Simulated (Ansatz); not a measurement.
**Mg3CdTe4 (P-4m2) at 3 levels of theory**

One geometry, relaxed with PBE; plane waves with PAW potentials in Ansatz, scalar-relativistic unless the row names spin-orbit coupling. No spin polarisation but for the spin–orbit row. Gaps are the least over mesh and band path; pressure is positive in compression.

```cif
data_structure
_symmetry_space_group_name_H-M 'P-4m2'
_symmetry_Int_Tables_number 115
_cell_length_a 4.6318
_cell_length_b 4.6318
_cell_length_c 13.0195
_cell_angle_alpha 90.000
_cell_angle_beta 90.000
_cell_angle_gamma 90.000
_cell_volume 279.31
loop_
_atom_site_label
_atom_site_type_symbol
_atom_site_symmetry_multiplicity
_atom_site_Wyckoff_symbol
_atom_site_fract_x
_atom_site_fract_y
_atom_site_fract_z
_atom_site_occupancy
Mg1 Mg 2 f 0.50000 0.50000 0.25217 1
Mg2 Mg 1 d 0.00000 0.00000 0.50000 1
Cd1 Cd 1 a 0.00000 0.00000 0.00000 1
Te1 Te 2 g 0.50000 0.00000 0.37607 1
Te2 Te 2 g 0.50000 0.00000 0.87094 1
```

```csv
level,cutoff (eV),k mesh,gap (eV),pressure (GPa)
PBE,420,6×6×2,1.78,0.0
```

Task: What comes out on the same cell with r2SCAN, PBE with spin-orbit coupling?

Result:
```csv
level,cutoff (eV),k mesh,gap (eV),pressure (GPa)
r2SCAN,500,6×6×2,2.36,-0.8
PBE with spin-orbit coupling,420,6×6×2,1.52,0.0
```

Spin-orbit coupling matters for the bands of heavy elements and enters only rows that name it.

It was reached by relaxing an invented guess, and it needn't be the stable form of this composition.
